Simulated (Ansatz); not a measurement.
This cell of CsPbCl$_{3}$ (cubic perovskite) is off equilibrium:

```
CELL_PARAMETERS angstrom
      5.73565     0.00000     0.00000
      0.00000     5.73565     0.00000
      0.00000     0.00000     5.73565
ATOMIC_POSITIONS crystal
  Cs 0.00000 0.00000 0.00000
  Pb 0.50000 0.50000 0.50000
  Cl 0.00000 0.50000 0.50000
  Cl 0.50000 0.33437 0.00000
  Cl 0.50000 0.00000 0.50000
```

Level of theory: PBE (plane waves to 420 eV, PAW, scalar-relativistic; Ansatz, an electronic-structure program). k mesh 5×5×5 (Γ-centred), Fermi-Dirac smearing 0.05 eV. Energies are smeared free energies. Compression counts positive. CsPbCl3 was relaxed with its symmetry unable to fall. Spin-orbit coupling is left out, though Pb is heavy. The PAW data are Ansatz's earlier set. This is a high-temperature form of CsPbCl3.

Question: What forces act on the atoms (eV/Å, Cartesian)?

Answer: 
| atom | Fx | Fy | Fz |
|---|---|---|---|
| Cs1 | 0.000 | -0.023 | 0.000 |
| Pb2 | 0.000 | -0.370 | 0.000 |
| Cl3 | 0.000 | 0.051 | 0.000 |
| Cl4 | 0.000 | 0.611 | 0.000 |
| Cl5 | 0.000 | -0.269 | 0.000 |

Question: Give the stress tensor in GPa and the pressure.

Answer: 
```
   0.29     0.00     0.00
   0.00     0.17     0.00
   0.00     0.00    -0.90
```
The pressure, a third of the trace, is -0.15 GPa.

Question: In it atom 4 sits (0.000, -0.950, 0.000) Å away from its relaxed site. What is its energy relative to the relaxed cell?

Answer: 200 meV/cell.

(A displaced cell: forces are minus the slopes of the energy, force constants its curvatures, and phonons follow from these.)
